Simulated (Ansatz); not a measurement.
One stationary structure of Si2Mo. Space group P6₂22 (No. 180), AFLOW prototype AB2_hP9_180_d_j (C40, as in CrSi2). Level of theory: r2SCAN (plane waves to 500 eV, PAW, scalar-relativistic; Ansatz, a program for electronic structure).

Space group P6₂22 (No. 180); a = b = 4.585 Å, c = 6.578 Å, α = β = 90.00°, γ = 120.00°

```json
[
 {"atom": "Mo", "site": "3c", "symmetry": "222", "x": "0.5000", "y": "0.0000", "z": "0.0000"},
 {"atom": "Si", "site": "6i", "symmetry": "..2", "x": "0.1639", "y": "0.3277", "z": "0.0000"}
]
```

```yaml
volume_per_atom: 13.30 Å³
band_gap: "no clear gap: the sampled points leave 0.16 eV away from the symmetry points, which may be a band crossing missed between them"
smallest_direct_gap: 0.69 eV at L
shortest_distances: Si–Si 2.55 Å; Mo–Si 2.57 Å; Mo–Mo 3.17 Å
k-mesh: 8×8×5
```

Band energies at high-symmetry points (eV from the VBM; labels of this space group; no spin-orbit coupling), from −5 eV up to 2.1 eV:

```csv
point,energies
Γ,-4.89 -3.86 -3.86 -3.37 -3.37 -3.17 -3.17 -2.91 -2.25 -0.85
M,-4.78 -4.61 -4.02 -3.48 -3.40 -3.19 -2.37 -2.24 -1.62 -1.10 -0.68 0.16 0.85 1.00 1.48
K,-3.68 -3.68 -3.15 -3.15 -3.13 -2.95 -2.95 -2.63 -1.11 -1.11 -0.90 0.79 1.13 1.13 1.67 1.67 2.02
A,-3.80 -3.73 -3.73 -3.60 -2.47 -2.47 -2.27 -0.75 -0.75 2.04
L,-4.54 -4.03 -3.55 -3.39 -3.19 -3.16 -3.15 -2.81 -2.03 -1.28 0.00 0.69 1.23 1.52 1.54 1.83
H,-4.03 -4.03 -3.50 -3.50 -3.40 -3.35 -1.92 -1.92 -1.55 -1.55 -0.61 0.77 1.31 1.31 1.98 1.98
```

No spin polarisation in the result.

The run could not lose the symmetry of its start; a randomly shaken copy of 9 atoms returns to this structure.

The first start was generated by placing the elements on the sites of a structure type. Materials Project lists a structure of Si2Mo in the same space group, P6₂22 (No. 180); the sites were not compared with it, nor with measured phases. Known forms of Si2Mo include space group No. 139.
